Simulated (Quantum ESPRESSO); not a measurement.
Space group R3m, hexagonal axes (No. 160); a = 4.2156 Å, b = 4.2156 Å, c = 11.0766 Å, α = 90.00°, β = 90.00°, γ = 120.00°

| atom | site | symmetry | x | y | z |
|---|---|---|---|---|---|
| Ge | 3a | 3m | 0.0000 | 0.0000 | 0.9927 |
| Te | 3a | 3m | 0.0000 | 0.0000 | 0.5283 |
(The calculation used a cell of 2 atoms; values per cell refer to that cell.)

Cell and atoms were relaxed with PBE+D3(BJ) from Materials Project entry mp-938, within its symmetry.

Task: What does norm-conserving PBE (stringent potentials; Quantum ESPRESSO, 124 Ry, no spin-orbit coupling) give for the electronic structure near the Fermi level?

Result: The PBE gap is 0.58 eV; at least one edge lies off the plotted path, at a point of the SCF mesh. The smallest direct gap is 0.80 eV. Without spin-orbit coupling, band edges of such heavy elements can be off by tenths of an eV.
